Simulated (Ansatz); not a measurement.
MgO in space group Pm-3n (No. 223; Mg on 6c, O on 6d), the program Ansatz at the LDA level (PAW): ε∞ = 2.64, cell volume 168.38 Å³. Infrared-active transverse modes:

```
ω_TO (cm⁻¹)  oscillator strength S_xx (e²/amu)
-----------  ---------------------------------
196.8                                  0.03839
528.7                                   0.6563
571.0                                    1.078
```

Question: Compute the static dielectric constant.

Answer: Each mode adds (4.921e7/V) S/ω²: 0.29, 0.69, 0.97. So ε0 = 4.58.

The first step of the workflow began from a Materials Project structure, measured or hypothetical; the Crystallography Open Database copy checked does not list it. It is not the phase usual at ambient conditions (space group No. 225). The cell was relaxed with LDA under the symmetry of its start; phonons on a q-mesh show no instability.

Potentials: the later of the program's two PAW sets.
